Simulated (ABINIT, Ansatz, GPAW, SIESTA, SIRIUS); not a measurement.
**CsLiCr2Te2S3: 5 runs at one level of theory**

```
Cs Li Cr Te S
1.0
     3.31929    1.91639    6.87982
    -3.31929    1.91639    6.87982
     0.00000   -3.83279    6.87982
Cs Li Cr Te S
1 1 2 2 3
Direct
  0.00000 0.00000 0.00000
  0.50000 0.50000 0.50000
  0.79848 0.79848 0.79848
  0.20152 0.20152 0.20152
  0.67990 0.67990 0.67990
  0.32010 0.32010 0.32010
  0.13626 0.86374 0.50000
  0.50000 0.13626 0.86374
  0.86374 0.50000 0.13626
```

The cell comes from a database or a generator and needn't be the stable form of this composition.

Alike in all runs: task single point; functional PBE; k mesh 5 × 5 × 5; occupations fermi-dirac, width 0.05 eV; collinear spin, ferromagnetic start; no spin-orbit coupling. Pressure is positive in compression and, in plane waves, holds the error of the finite cutoff.

```json
{"program and potentials": "ABINIT, JTH PAW PBE v2.0", "plane-wave cutoff (eV)": "626", "notes": "7.78 valence electrons an atom on average", "pressure (GPa)": "-0.01", "net moment per atom (μB)": "0.44", "largest force (eV/Å)": "0.081"}
{"program and potentials": "SIRIUS, PseudoDojo 0.4.1 PBE standard (scalar relativistic)", "plane-wave cutoff (eV)": "1280", "notes": "10 valence electrons an atom on average", "pressure (GPa)": "0.28", "net moment per atom (μB)": "0.44", "largest force (eV/Å)": "0.134"}
{"program and potentials": "GPAW, GPAW PAW data sets (gpaw-data 1.2.1)", "plane-wave cutoff (eV)": "800", "notes": "5.78 valence electrons an atom on average", "pressure (GPa)": "0.19", "net moment per atom (μB)": "0.44", "largest force (eV/Å)": "0.105"}
{"program and potentials": "Ansatz, all-electron LAPW, scalar-relativistic", "plane-wave cutoff (eV)": "-", "notes": "-", "pressure (GPa)": "-0.01", "net moment per atom (μB)": "0.44", "largest force (eV/Å)": "-"}
{"program and potentials": "SIESTA, files PseudoDojo sr-pbe-0.4.1-standard, DZP (energy shift 0.003 Ry; two zetas on semicore shells; d shell added on Cs)", "plane-wave cutoff (eV)": "-", "notes": "atomic basis; 10 valence electrons an atom on average", "pressure (GPa)": "0.37", "net moment per atom (μB)": "0.44", "largest force (eV/Å)": "0.359"}
```

Force on atom 5 (Te), eV/Å:

```csv
program and potentials,x,y,z
"ABINIT, JTH PAW PBE v2.0",0.000,0.000,-0.081
"SIRIUS, PseudoDojo 0.4.1 PBE standard (scalar relativistic)",0.000,0.000,-0.134
"GPAW, GPAW PAW data sets (gpaw-data 1.2.1)",0.000,0.000,0.022
"SIESTA, files PseudoDojo sr-pbe-0.4.1-standard, DZP (energy shift 0.003 Ry; two zetas on semicore shells; d shell added on Cs)",0.000,0.000,-0.359
```

The pressure spans -0.01 (Ansatz, all-electron LAPW, scalar-relativistic) to 0.37 GPa (SIESTA, files PseudoDojo sr-pbe-0.4.1-standard, DZP (energy shift 0.003 Ry; two zetas on semicore shells; d shell added on Cs)), with all-electron results at -0.01. All agree on the net moment per atom. The state is the one that the start led to, which needn't be the lowest. Rows in atomic bases carry the error of their basis and grid, which can be large.

Differences between rows come from potentials, basis sets and numerical settings, since the functional is the same but for its coding. Runs on potential files found faulty are left out.
